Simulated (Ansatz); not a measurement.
# WC (WC type, space group P-6m2): scan of one atom of the cell

WC (WC type, space group P-6m2)

```
WC
1.0
    5.84370     0.00000     0.00000
   -1.46093     2.53040     0.00000
    0.00000     0.00000     2.84710
W C
2 2
Direct
  0.00000   0.00000   0.00000
  0.50000   0.00000   0.00000
  0.33333   0.33333   0.50000
  0.83333   0.33333   0.50000
```

Scan: atom 1 (W, nearest neighbour C at 2.207 Å; its periodic images, 2.8 Å or more away, move with it) is displaced along Cartesian x, direction (1.000, 0.000, 0.000) in Cartesian axes, by s. The other atoms stay.

The numbers are results of PBE (plane waves to 420 eV, PAW, scalar-relativistic; Ansatz, a first-principles code), not measurements. k mesh 15×15×13 (Γ-centred), Fermi-Dirac smearing 0.05 eV. Energies are smeared free energies. Compression counts positive. With partly filled bands, energies and forces of such displacements shift with the k mesh and the smearing. F∥ is the force on the atom along that direction. F⊥ is the part of the force across the line. Spin-orbit coupling is left out, though W is heavy. WC is run without spin polarisation. WC was relaxed with its symmetry unable to fall. ΔE is measured from the undisplaced structure.

```
s (Å)   ΔE (meV/cell)  P (GPa)  |F⊥| (eV/Å)  F∥ (eV/Å)
------  -------------  -------  -----------  ---------
-0.440           2523     26.7        0.412     11.263
-0.352           1630     17.1        0.149      9.050
-0.264            929      9.7        0.466      6.891
-0.176            418      4.3        0.526      4.691
-0.088            106      1.1        0.361      2.393
0.000               0      0.0        0.001     -0.002
0.088             109      1.1        0.550     -2.474
0.176             437      4.4        1.275     -4.986
0.264             985      9.8        2.163     -7.467
0.352            1749     17.5        3.170     -9.861
0.440            2715     27.2        4.372    -12.077
```

Key numbers:

| Quantity | Result |
|---|---|
| Energy at s = 0.440 Å | 2715 meV/cell |
| Force along the line at s = -0.440 Å | 11.3 eV/Å |
| Symmetry of the curve | not even: the positive side lies higher at ±0.440 Å |
| Shape of the curve | a single well with its minimum at or next to zero displacement |
| Force constant k = d²E/ds² at s = 0 (finite differences) | 27.7 eV/Å² |
| Harmonic estimate at the end of the scan | ½ks² = 2683 meV/cell against the computed 2715 meV/cell, so the well is close to harmonic there |

(For displaced atoms, the force is minus the slope of the energy, and its curvature is a force constant, which sets phonon frequencies.)
